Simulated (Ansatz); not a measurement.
Here is an unrelaxed guess for Ge5Pd.

```yaml
crystal:
  lattice:
    - [0.00000, 3.82172, 3.82172]
    - [3.82172, 0.00000, 3.82172]
    - [3.82172, 3.82172, 0.00000]
  atoms:
    - { symbol: Ge, position: [0.25000, 0.25000, 0.25000] }
    - { symbol: Ge, position: [0.12500, 0.62500, 0.62500] }
    - { symbol: Ge, position: [0.62500, 0.62500, 0.62500] }
    - { symbol: Ge, position: [0.62500, 0.12500, 0.62500] }
    - { symbol: Ge, position: [0.62500, 0.62500, 0.12500] }
    - { symbol: Pd, position: [0.00000, 0.00000, 0.00000] }
```

All numbers below come from Ansatz, DFT PBE, scalar-relativistic, plane waves, PAW. Cutoff 420 eV; k points 4×4×4 on the computed 6-atom cell (Γ-centred); Gaussian smearing, width 0.10 eV; no spin polarisation.

The zero of energy is the elements' standard structures at the same level; no fitted shifts are applied.

Task: What does a single point on this coarse mesh give?

Result: The pressure is 3.3 GPa (it wants to expand), the largest force is 0.04 eV/Å, and the energy is +0.42 eV/atom against the elements. The shortest distance is 2.70 Å.

Task: Is it a good guess?

Result: A good one: relaxing gains under 0.1 eV/atom (the start's value is from the coarse mesh, so the gain is rough) in 4 ionic steps and ends at +0.38 eV/atom on the finer mesh. The symmetry stays F-43m (No. 216). The volume per atom grows by 4.8 %, from 18.6 to 19.5 Å³. The shortest distance goes from 2.70 Å (Ge–Ge) to 2.74 Å (Ge–Ge). Conventional cell: a = 7.764 Å. Around Ge on a site of symmetry -43m lie 12 Ge at 3.22 Å and 4 Pd at 3.36 Å; Ge on a site of symmetry 3m is surrounded by 6 Ge at 2.74–2.75 Å, 3 Pd at 3.22 Å and 3 Ge at 3.22 Å; around Pd lie 16 Ge at 3.22–3.36 Å.

The last run used an 8×8×8 mesh for its 6-atom cell and Gaussian smearing of 0.10 eV. The relaxation can't lower the symmetry of the start, and the grade says only how near the guess is to its own end. A structure relaxed within its symmetry needn't be a true minimum.
